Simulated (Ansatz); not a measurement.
SnC (wurtzite, space group No. 186), plane-wave PAW PBE (Ansatz code), all energies at zero smearing, with the estimated change up to a 700 eV cutoff added, with one set of potentials and settings (totals compare only within such a set). Cell of 4 atoms (2 Sn, 2 C): -12547.048 eV.

| element | reference phase | E (eV/atom) |
|---|---|---|
| Sn | Fd-3m, 2 atoms in the cell | -6024.2128 |
| C | P6_3/mmc, 4 atoms in the cell | -250.9479 |

Formation energy per atom, worked out: (-12547.048 − 2×(-6024.2128) − 2×(-250.9479))/4 = 0.818 eV/atom (79 kJ per mol of atoms), at 0 K, without zero-point energy or fitted corrections.

Space group P6_3mc (wurtzite). The start of the workflow was typed in or built on a structure type; neither database checked (COD, Materials Project) lists it. Its standing as an ambient phase is unchecked. The PBE relaxation kept the symmetry of its start; whether a distortion lowers the energy is not shown. Its formation energy is positive at this level, so the cell may be metastable or incomplete. The references are the lowest solids computed at this level, not always the standard phases. Scalar-relativistic: spin–orbit coupling is off unless named, which matters more the heavier the elements.

Potentials: the later of the program's two PAW sets.
